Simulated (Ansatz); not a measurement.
MgH2:
```
MgH2
1.0
    4.42055     0.00000     0.00000
    0.00000     5.33941     0.00000
    0.00000     0.00000     4.84286
Mg H
4 8
Direct
  0.50000   0.83082   0.75000
  0.50000   0.16918   0.25000
  0.00000   0.66918   0.25000
  0.00000   0.33082   0.75000
  0.73034   0.89427   0.42106
  0.26966   0.10573   0.57894
  0.76966   0.60573   0.92106
  0.23034   0.39427   0.07894
  0.23034   0.60573   0.57894
  0.76966   0.39427   0.42106
  0.26966   0.89427   0.07894
  0.73034   0.10573   0.92106
```

Tensor components refer to the Cartesian frame of this cell.

Problem. Give the high-frequency dielectric tensor and the Born effective charge tensors of the independent atoms from DFPT, plane-wave PAW LDA (Ansatz code).

Solution. 
ε∞:
```
4.33  0.00  0.00
0.00  4.44  0.00
0.00  0.00  4.44
```
Z* of atom 1 (Mg), rows: field, columns: displacement, in e:
```
1.82  0.00  0.06
0.00  1.91  0.00
0.02  0.00  1.91
```
Z* of atom 5 (H), rows: field, columns: displacement, in e:
```
-0.91   0.16   0.11
 0.17  -0.96   0.02
 0.10   0.02  -0.96
```

Space group Pbcn. The first step of the workflow began from a Materials Project structure, measured or hypothetical; the Crystallography Open Database copy checked does not list it. It is not the phase usual at ambient conditions (space group No. 136). The cell was relaxed with LDA under the symmetry of its start; whether a distortion lowers the energy is not shown.

Potentials: the later of the program's two PAW sets.
